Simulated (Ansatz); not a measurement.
Input, command and steps of an Ansatz relaxation.

```yaml
crystal:
  lattice:
    - [-2.8697799322, 2.8697799322, 2.4568200038]
    - [2.8697799322, -2.8697799322, 2.4568200038]
    - [2.8697799322, 2.8697799322, -2.4568200038]
  atoms:
    - { symbol: B, position: [0.25, 0.25, 0.0] }
    - { symbol: B, position: [0.75, 0.75, 0.0] }
    - { symbol: W, position: [0.6703353963, 0.1703353963, 0.8406707926] }
    - { symbol: W, position: [0.1703353963, 0.3296646037, 0.5] }
    - { symbol: W, position: [0.3296646037, 0.8296646037, 0.1593292074] }
    - { symbol: W, position: [0.8296646037, 0.6703353963, 0.5] }
basis:
  ecutwfc: 500
kpoints:
  mp_grid: { grid: [10, 10, 10] }
hamiltonian:
  xc: r2scan
scf:
  occupations: { method: gaussian, width: 0.1 }
output:
  forces: true
  stress: true
  eigenvalues: true
relax:
  adjacent_minimum: "off"
  f_tol: 0.01
  max_steps: 30
  cell: { stress_tol: 0.1, fix: [volume] }
```

```bash
ansatz run input.yaml --threads 1 --pin off --max-ram 2560MiB --backend cpu --events-out ev --progress --plain --runs-dir out
```

The calculation used DFT r2SCAN, scalar-relativistic, plane waves, PAW in Ansatz 0.2.0.

The volume is held at 1.1 times that of the relaxed cell.

Of 4 frames 3 are shown, positions in Å and forces in eV/Å; the SCF threshold varies from step to step. Steps run on the plane waves of an earlier cell, with a Pulay correction in the pressure. The basis is chosen afresh for the last frame, the zero of the energies, and at times for earlier ones too; energy and pressure step there, also at an unchanged geometry. The mark taken_back stands on steps that the optimiser undid.

```xyz
6
Lattice="-2.8698 2.8698 2.4568 2.8698 -2.8698 2.4568 2.8698 2.8698 -2.4568" Properties=species:S:1:pos:R:3:forces:R:3 pbc="T T T" step=1 free_energy_over_end_meV_per_atom=0.05 pressure_GPa=-27.13
B     0.0000    0.0000    1.2284    0.0000    0.0000    0.0000
B     0.0000    0.0000    3.6852    0.0000    0.0000    0.0000
W     0.9777    3.8474    0.0000    0.0364    0.0364    0.0000
W     1.8921    0.9777    0.0000   -0.0364    0.0364    0.0000
W     1.8921   -0.9777    2.4568   -0.0364   -0.0364    0.0000
W     0.9777    1.8921    2.4568    0.0364   -0.0364    0.0000
6
Lattice="-2.8693 2.8693 2.4576 2.8693 -2.8693 2.4576 2.8693 2.8693 -2.4576" Properties=species:S:1:pos:R:3:forces:R:3 pbc="T T T" step=2 free_energy_over_end_meV_per_atom=0.12 pressure_GPa=-27.03 taken_back
B     0.0000    0.0000    1.2288    0.0000    0.0000    0.0000
B     0.0000    0.0000    3.6865    0.0000    0.0000    0.0000
W     0.9827    3.8520    0.0000   -0.0562   -0.0562    0.0000
W     1.8866    0.9827    0.0000    0.0562   -0.0562    0.0000
W     1.8866   -0.9827    2.4576    0.0562    0.0562    0.0000
W     0.9827    1.8866    2.4576   -0.0562    0.0562    0.0000
6
Lattice="-2.8700 2.8700 2.4564 2.8700 -2.8700 2.4564 2.8700 2.8700 -2.4564" Properties=species:S:1:pos:R:3:forces:R:3 pbc="T T T" step=4 free_energy_over_end_meV_per_atom=0.00 pressure_GPa=-27.09
B     0.0000    0.0000    1.2282    0.0000    0.0000    0.0000
B     0.0000    0.0000    3.6846    0.0000    0.0000    0.0000
W     0.9798    3.8498    0.0000   -0.0007   -0.0007    0.0000
W     1.8903    0.9798    0.0000    0.0007   -0.0007    0.0000
W     1.8903   -0.9798    2.4564    0.0007    0.0007    0.0000
W     0.9798    1.8903    2.4564   -0.0007    0.0007    0.0000
```

Time: 2.6 min on 1 thread of Arm Neoverse V1 (shared host), peak memory 0.76 GiB.

Spin–orbit coupling is left out, which can shift energies with elements as heavy as these.